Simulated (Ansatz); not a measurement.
BeBi$_{2}$Se$_{6}$ (P-3m1)

All numbers below come from DFT PBE, scalar-relativistic, plane waves, PAW in Ansatz 0.2.0.

Plane waves to 420 eV, a k mesh through Γ of 6×6×8 on the computed 9-atom cell and Gaussian smearing (0.10 eV); no spin polarisation.

The structure is relaxed at this level of theory with its symmetry kept, and needn't be the ground state of this composition.

```
Be Bi Se
1.0
     7.27424    0.00000    0.00000
    -3.63712    6.29967    0.00000
     0.00000    0.00000    4.66319
Be Bi Se
1 2 6
Direct
  0.00000 0.00000 0.50000
  0.33333 0.66667 0.64007
  0.66667 0.33333 0.35993
  0.83456 0.66911 0.76155
  0.33089 0.16544 0.76155
  0.83456 0.16544 0.76155
  0.16544 0.33089 0.23845
  0.66911 0.83456 0.23845
  0.16544 0.83456 0.23845
```

| Item | Value |
| --- | --- |
| Space group | P-3m1 (No. 164) |
| Volume per atom | 160.2 bohr³ |
| Formation energy from the elements' standard states (uncorrected) | +0.007 eV/atom |
| Kohn–Sham band gap | none (metal) |
| Density of states at the Fermi level | 4.8 states/eV per cell |
| Orbital (Löwdin) character within 0.5 eV of the Fermi level | Se 4p 85 %, Bi 6p 11 % |
| Bader charge by site (e) | Be (1 in the cell) 1.54, Bi (2 in the cell) 0.96, Se (6 in the cell) -0.58 |

Spin-orbit coupling is left out, which matters for the bands of heavy elements. The cell holds layers, chains or molecules and no dispersion correction was added, so their binding is poorly described.

The cell was found from a structure generator's guess, not taken from experiment. Löwdin shares on free-atom orbitals overweight diffuse shells.
